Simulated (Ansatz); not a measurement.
CaZnC2O6:
```yaml
crystal:
  lattice:
    - [2.40595, 1.38908, 5.33865]
    - [-2.40595, 1.38908, 5.33865]
    - [0.00000, -2.77815, 5.33865]
  atoms:
    - { symbol: Ca, position: [0.00000, 0.00000, 0.00000] }
    - { symbol: Zn, position: [0.50000, 0.50000, 0.50000] }
    - { symbol: C, position: [0.75767, 0.75767, 0.75767] }
    - { symbol: C, position: [0.24233, 0.24233, 0.24233] }
    - { symbol: O, position: [0.72847, 0.03626, 0.50407] }
    - { symbol: O, position: [0.27153, 0.96374, 0.49593] }
    - { symbol: O, position: [0.03626, 0.50407, 0.72847] }
    - { symbol: O, position: [0.96374, 0.49593, 0.27153] }
    - { symbol: O, position: [0.50407, 0.72847, 0.03626] }
    - { symbol: O, position: [0.49593, 0.27153, 0.96374] }
```

Relaxed with r²SCAN.

Task: Which orbitals make up the states near the band edges in r²SCAN in the plane-wave PAW code Ansatz?

Result: Top 1 eV of the valence band: O 2p 89 %, Zn 3d 8 %. Bottom 1 eV of the conduction band: C 2p 39 %, O 2p 25 %, Zn 4s 19 %, outside the projected shells 9 %. Projections are on Löwdin-orthogonalised atomic valence shells; empty p or d shells of many metals are not among them.

Task: Tabulate the density of states.

Result: States/eV per cell of 10 atoms, in 0.25 eV bins, energy from the valence-band maximum.

```
E (eV)  total  O 2p  Zn 3d  C 2p
------  -----  ----  -----  ----
-7.85    0.00  0.00   0.00  0.00
-7.60    0.00  0.00   0.00  0.00
-7.35    1.92  1.24   0.06  0.24
-7.10    4.46  2.85   0.23  0.64
-6.85   10.46  6.52   1.01  1.62
-6.60   14.26  9.14   0.85  2.38
-6.35    3.88  2.50   0.12  0.77
-6.10    4.19  2.49   0.23  1.13
-5.85    6.94  4.04   0.44  2.10
-5.60    1.42  0.77   0.15  0.47
-5.35    0.43  0.23   0.04  0.15
-5.10    0.05  0.03   0.00  0.02
-4.85    0.00  0.00   0.00  0.00
-4.60    2.99  0.72   2.18  0.02
-4.35   12.91  2.55   9.96  0.18
-4.10    7.89  0.84   6.81  0.16
-3.85   11.47  2.20   8.57  0.24
-3.60    4.73  0.93   3.39  0.18
-3.35    0.84  0.64   0.08  0.02
-3.10    3.74  2.92   0.37  0.07
-2.85    3.50  2.96   0.21  0.05
-2.60    7.73  7.04   0.27  0.07
-2.35    5.17  4.53   0.35  0.04
-2.10    8.51  7.81   0.40  0.04
-1.85    9.52  8.59   0.61  0.04
-1.60    9.01  8.21   0.52  0.04
-1.35    7.04  6.43   0.40  0.04
-1.10    5.90  5.18   0.52  0.04
-0.85    5.81  4.93   0.72  0.02
-0.60    4.13  3.81   0.21  0.02
-0.35    4.55  4.16   0.28  0.01
-0.10    4.55  4.14   0.33  0.00
0.15     0.00  0.00   0.00  0.00
0.40     0.00  0.00   0.00  0.00
0.65     0.00  0.00   0.00  0.00
0.90     0.00  0.00   0.00  0.00
1.15     0.00  0.00   0.00  0.00
1.40     0.00  0.00   0.00  0.00
1.65     0.00  0.00   0.00  0.00
1.90     0.00  0.00   0.00  0.00
2.15     0.00  0.00   0.00  0.00
2.40     0.00  0.00   0.00  0.00
2.65     0.00  0.00   0.00  0.00
2.90     0.00  0.00   0.00  0.00
3.15     0.00  0.00   0.00  0.00
3.40     0.00  0.00   0.00  0.00
3.65     0.00  0.00   0.00  0.00
3.90     0.00  0.00   0.00  0.00
4.15     0.00  0.00   0.00  0.00
4.40     0.00  0.00   0.00  0.00
4.65     0.00  0.00   0.00  0.00
4.90     0.23  0.04   0.00  0.08
5.15     0.67  0.14   0.00  0.24
5.40     1.01  0.24   0.00  0.38
5.65     1.92  0.53   0.00  0.81
5.90     5.69  1.80   0.01  2.67
6.15     4.72  1.55   0.01  2.22
6.40     2.02  0.67   0.00  0.93
6.65     0.38  0.06   0.00  0.06
6.90     0.58  0.08   0.00  0.07
7.15     0.90  0.12   0.00  0.09
7.40     5.54  0.29   0.00  0.21
7.65    15.95  0.62   0.00  0.55
7.90     7.04  0.56   0.00  0.40
8.15     1.36  0.13   0.00  0.14
8.40     0.00  0.00   0.00  0.00
8.65     0.66  0.04   0.00  0.02
8.90     3.36  0.20   0.00  0.10
9.15     2.91  0.18   0.00  0.12
9.40     3.95  0.21   0.00  0.16
9.65     5.30  0.19   0.00  0.14
```

Space group R-3. The first step of the workflow began from a Materials Project structure, measured or hypothetical; the Crystallography Open Database copy checked does not list it. Its standing as an ambient phase is unchecked. The r²SCAN relaxation kept the symmetry of its start; whether a distortion lowers the energy is not shown.

Potentials: the later of the program's two PAW sets.
